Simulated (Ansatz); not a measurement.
4 guesses for HfTi2Si2 and where they end

Level of theory: Ansatz, DFT PBE, scalar-relativistic, plane waves, PAW. All cells share a 420 eV cutoff and Γ-centred k meshes spaced at most about 0.3 Å⁻¹ (about 0.25 or finer for metals, 2π included). Collinear spin in cells that started with moments and kept them past the coarse steps, no spin elsewhere.

Each guess was relaxed in cell and atoms at zero pressure, within the symmetry of its start. These are static total energies at zero pressure. Coordination counts Si atoms around Hf and Ti (those within 1.25 times the shortest such distance or 1.15 times the sum of covalent radii; a plus sign parts nearer from farther groups; the shortest distance is added where it is long for a bond; a slash parts the counts of unlike sites).

```
guess     made from  start group  V start (Å³/atom)  end group  V end (Å³/atom)  coordination at the end  gap on mesh (eV)  largest moment (μB)  E over the lowest end (meV/atom)
    1   random cell       P4/mmm               16.5     P4/mmm             26.5               Hf 2, Ti 2                 0                    -                              1336
    2   random cell        P-6m2               19.1          ?                ?                        ?                 ?                    ?                                 ?
    3  Li2MnO2 type        P-3m1               13.8      P-3m1             18.3             Hf 6, Ti 3+1                 0                    -                                 0
    4   random cell       P4/mmm               17.1     P4/mmm             19.5               Hf 4, Ti 4                 0                    -                               630
```

Guess 2 as it starts:

```yaml
crystal:
  lattice:
    - [3.72837, 0.00000, 0.00000]
    - [-1.86419, 3.22887, 0.00000]
    - [0.00000, 0.00000, 7.92745]
  atoms:
    - { symbol: Hf, position: [0.66667, 0.33333, 0.50000] }
    - { symbol: Ti, position: [0.33333, 0.66667, 0.50000] }
    - { symbol: Ti, position: [0.00000, 0.00000, 0.00000] }
    - { symbol: Si, position: [0.66667, 0.33333, 0.78927] }
    - { symbol: Si, position: [0.66667, 0.33333, 0.21073] }
```

Q: Predict the end of this guess and its energy over the lowest end.

A: It ends in space group P-6m2 (No. 187), with a = 4.411 Å, c = 7.191 Å, 24.2 Å³/atom and no gap, with moments up to 0.9 μB. It lies 1.44 eV/atom over the lowest end, above guess 1 and so the highest of the set. Counting Si atoms around Hf and Ti, this end has Hf 2, Ti 6/6 from 3.6 Å and the lowest (guess 3) has Hf 6, Ti 3+1. This end holds Si–Si pairs (shortest 2.20 Å); in the lowest (guess 3) the shortest Si–Si distance is 3.76 Å.

```yaml
crystal:
  lattice:
    - [4.41141, 0.00000, 0.00000]
    - [-2.20570, 3.82039, 0.00000]
    - [0.00000, 0.00000, 7.19118]
  atoms:
    - { symbol: Hf, position: [0.66667, 0.33333, 0.50000] }
    - { symbol: Ti, position: [0.33333, 0.66667, 0.50000] }
    - { symbol: Ti, position: [0.00000, 0.00000, 0.00000] }
    - { symbol: Si, position: [0.66667, 0.33333, 0.84719] }
    - { symbol: Si, position: [0.66667, 0.33333, 0.15281] }
```

Energies over the elements count from the elements' standard structures at the same level, with no fitted energy shifts.

Q: Is the lowest end bound against the elements?

A: Yes: its formation energy is −0.40 eV/atom. A negative formation energy is needed for stability but isn't enough: competing phases decide.

These runs have no spin–orbit coupling, which can matter for Hf. A magnetic state wasn't ruled out in cells without spin, among them P4/mmm at 19.5 Å³/atom. Another magnetic order may lie lower. Cells relaxed within their symmetry can be saddle points. A lower structure may well exist outside this small set. Some structure types and database cells were kept out of the candidates from the start, so a known form may be missing.
